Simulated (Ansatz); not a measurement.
The relaxed structure here is a generated cell of P: the first start was made by placing the elements on the sites of a structure type, and the end was not matched to a known phase here, so it may be hypothetical. Known forms of P include space group No. 64.

A relaxed cell of P (P6₃/mmc (No. 194)), relaxed on a k-mesh at least as fine as the one used below. Method: PBEsol (plane waves to 420 eV, PAW, scalar-relativistic; Ansatz, a first-principles code). Γ-centred k-mesh 11×11×6 on the run's cell (coarser than for final values), Fermi–Dirac smearing 0.05 eV.

```
P
1.0
    6.60324     0.00000     0.00000
   -1.65081     2.85929     0.00000
    0.00000     0.00000     6.17394
P
8
Direct
  0.00000   0.00000   0.50000
  0.50000   0.00000   0.50000
  0.00000   0.00000   0.00000
  0.50000   0.00000   0.00000
  0.33333   0.33333   0.75000
  0.83333   0.33333   0.75000
  0.16667   0.66667   0.25000
  0.66667   0.66667   0.25000
```

The atoms are displaced along an unstable phonon of this cell by (Å):

```csv
atom,ux,uy,uz
P1,0.072,0.041,-0.125
P2,-0.072,-0.041,0.125
P3,-0.072,-0.041,-0.125
P4,0.072,0.041,0.125
P5,0.000,0.000,-0.101
P6,0.000,0.000,0.101
P7,0.000,0.000,0.101
P8,0.000,0.000,-0.101
```

Question: What forces (eV/Å) and pressure result?

Answer: 
```json
[
 {"atom": "P1", "Fx": "-0.07", "Fy": "-0.04", "Fz": "0.24"},
 {"atom": "P2", "Fx": "0.07", "Fy": "0.04", "Fz": "-0.24"},
 {"atom": "P3", "Fx": "0.07", "Fy": "0.04", "Fz": "0.24"},
 {"atom": "P4", "Fx": "-0.07", "Fy": "-0.04", "Fz": "-0.24"},
 {"atom": "P5", "Fx": "-0.09", "Fy": "-0.05", "Fz": "0.09"},
 {"atom": "P6", "Fx": "-0.09", "Fy": "-0.05", "Fz": "-0.09"},
 {"atom": "P7", "Fx": "0.09", "Fy": "0.05", "Fz": "-0.09"},
 {"atom": "P8", "Fx": "0.09", "Fy": "0.05", "Fz": "0.09"}
]
```

Pressure +4.6 GPa.

The undisplaced cell is probably no minimum: from this displacement the run went on to Pm-3m (No. 221), 0.19 eV/atom below it.

No spin polarisation in the result.
